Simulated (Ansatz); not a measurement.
CaO (rock salt), relaxed and computed with several functionals in Ansatz (plane waves, PAW). Much of their spread follows the volume that each gives.

```json
[
 {"functional": "HSE06", "V (Å³/atom)": "13.81", "B₀ by P(V) fit (GPa)": "115"},
 {"functional": "r²SCAN", "V (Å³/atom)": "13.78", "B₀ by P(V) fit (GPa)": "117"},
 {"functional": "PBE", "V (Å³/atom)": "14.09", "B₀ by P(V) fit (GPa)": "105"},
 {"functional": "LDA", "V (Å³/atom)": "13.04", "B₀ by P(V) fit (GPa)": "?"}
]
```

Problem. Fit a straight line to ln B₀ against ln V and predict the withheld value.

Solution. Least squares on the 3 shown rows: ln B₀ = -4.73 × ln V + (17.167), with a scatter of 0.3 %. For LDA this gives 151. The run itself gave 129, a miss of 17.1 % of that, well beyond the scatter: the line misses something about this case.

All cells were relaxed under the symmetry of their starts (and spin orders); stability against distortions was not tested throughout.

Potentials: the later of the program's two PAW sets.

Ansatz (a quantum-chemistry and plane-wave program) is a plane-wave DFT program.
